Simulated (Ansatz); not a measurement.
The relaxed structure here is a generated cell of Sr: the first start was made by placing the elements on the sites of a structure type, and the end was not matched to a known phase here, so it may be hypothetical. Known forms of Sr include space group No. 225.

A relaxed cell of Sr (I4₁/amd (No. 141)), relaxed on a k-mesh at least as fine as the one used below. These are r2SCAN (plane waves to 500 eV, PAW, scalar-relativistic; Ansatz, a program for electronic structure) values and carry that method's errors. Γ-centred k-mesh 9×5×6 on the run's cell (coarser than for final values), Fermi–Dirac smearing 0.05 eV.

```
Sr
1.0
   -3.71789     3.71789     2.01325
    7.43578    -7.43578     4.02650
    3.71789     3.71789    -2.01325
Sr
4
Direct
  0.75000   0.12500   0.50000
  0.75000   0.62500   0.50000
  0.00000   0.00000   0.00000
  0.00000   0.50000   0.00000
```

The atoms are displaced by (Å):

| atom | ux | uy | uz |
|---|---|---|---|
| Sr1 | 0.040 | 0.042 | -0.041 |
| Sr2 | -0.051 | -0.008 | 0.061 |
| Sr3 | -0.040 | 0.027 | 0.047 |
| Sr4 | 0.081 | -0.043 | 0.083 |

Q: What forces (eV/Å) and pressure result?

A: 
```csv
atom,Fx,Fy,Fz
Sr1,-0.01,-0.02,0.20
Sr2,0.14,-0.08,-0.23
Sr3,0.06,0.04,0.01
Sr4,-0.18,0.06,0.02
```

Pressure 0.0 GPa.

The undisplaced cell is probably no minimum: from this displacement the run went on to I4/mmm (No. 139) at a tolerance of 0.01 Å, Fm-3m (No. 225) at 0.1 Å, 0.25 eV/atom below it.

No spin polarisation in the result.
